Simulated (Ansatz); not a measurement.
A geometry of Sr2H3I away from equilibrium: step 2 of the relaxation of a relaxed Sr2H3I cell with every coordinate shifted by Gaussian noise of σ = 0.1 Å. Method: r2SCAN (plane waves to 500 eV, PAW, scalar-relativistic; Ansatz, a program for electronic structure). Γ-centred k-mesh 6×6×3 on the run's cell (coarser than for final values), Fermi–Dirac smearing 0.05 eV.

```
CELL_PARAMETERS angstrom
      4.24025    -0.02321     0.00572
     -2.14023     3.69240    -0.00240
      0.01035     0.00095     7.65119
ATOMIC_POSITIONS crystal
  Sr 0.65658 0.34380 0.67996
  Sr 0.35593 0.69724 0.33471
  H  0.99672 0.01229 0.51356
  H  0.68516 0.36303 0.35814
  H  0.35867 0.69903 0.64758
  I  0.99160 0.98690 0.00480
```

Problem. Which atoms carry the largest force, and which way does it point?

Solution. 0.49 eV/Å, on Sr2 (atoms numbered as listed); on Sr2 its components are (-0.07, -0.11, -0.48).

Problem. What is the pressure?

Solution. +0.3 GPa, compression positive.

Problem. How far above the relaxed end point is this geometry?

Solution. 0.01 eV/atom; the path ends in P-3m1 (No. 164).

No spin polarisation in the result.

The cell that was disturbed is our relaxation of an entry of Materials Project.
